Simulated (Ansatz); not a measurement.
Values for one crystal, relaxed and computed with the program Ansatz at the PBEsol level (PAW); other levels are named.

```yaml
volume_per_atom: 15.18 Å³
electronic_character: metallic (no gap)
Density of states at the Fermi level: 0.67 states/eV per atom (mean over ±0.08 eV)
Pressure derivative B′: 5.1
Gap with spin–orbit coupling: none (metallic)
Elastic constants (relaxed ions, GPa): C11 = 244, C12 = 180, C44 = -9.4
mechanical_stability: unstable (C has a negative eigenvalue)
```

### Question
Which of these materials gives this?
A) ZrC, CsCl type
B) SnGe, Pmma (Ge on 2e, Ge on 2f, Sn on 2e, Sn on 2f)
C) SnPt3C, anti-perovskite
D) Co2C, P-3m1 (C on 1a, Co on 2d)

### Answer
C, SnPt3C, anti-perovskite

Space group Pm-3m (anti-perovskite). The start of the workflow was typed in or built on a structure type; neither database checked (COD, Materials Project) lists it. Whether it is the stable phase at ambient conditions was not checked. The PBEsol relaxation kept the symmetry of its start. No spin polarisation was allowed. Its formation energy is positive at this level, so the cell may be metastable or incomplete. As this level gives no gap, shear constants depend on the k-mesh and smearing (Fermi–Dirac, 0.1 eV here). Scalar-relativistic: spin–orbit coupling is off unless named, which matters more the heavier the elements.

Potentials: the earlier of the program's two PAW sets. The files were generated under PBE; for other functionals the program regenerates the frozen cores, and for LDA and PBEsol the local potential too.
